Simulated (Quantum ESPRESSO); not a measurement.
```
CELL_PARAMETERS angstrom
      4.73800     0.00000     0.00000
      0.00000     4.73800     0.00000
      0.00000     0.00000     3.18650
ATOMIC_POSITIONS crystal
  Sn 0.00000 0.00000 0.00000
  Sn 0.50000 0.50000 0.50000
  O  0.30549 0.30549 0.00000
  O  0.19451 0.80549 0.50000
  O  0.69451 0.69451 0.00000
  O  0.80549 0.19451 0.50000
```
The cell was made here from an entry of the Crystallography Open Database (unchecked): atoms relaxed with PBE in the measured cell (PBE without dispersion, pw.x of a modified build of Quantum ESPRESSO, symmetry kept).  Stability against distortions was not tested.

A lattice sum over point charges, one formal value an element (Sn +4, O -2), with no Sternheimer factor, costs far less than a self-consistent run. Taken along the main axis of each site's self-consistent tensor, it gives:

```tsv
site	V along that axis, point charges (a.u.)
Sn (atoms 1, 2)	0.018
O (atoms 3, 4, 5, 6)	-0.164
```

**Question.** How do the values of the PAW reconstruction of the field gradient on a scalar-relativistic PBE ground state (Quantum ESPRESSO, JTH datasets) compare?

**Answer.** 
```csv
site,"Vzz, PAW (a.u.)",PAW over point charges
Sn,0.550,31
O,-1.095,6.7
```
  Cores are frozen. Against all-electron runs on small test molecules, this scheme's |Vzz| missed by −2 to +6 % on O. Sn had no test against all-electron runs. Spin–orbit coupling is left out, a limit on Sn.
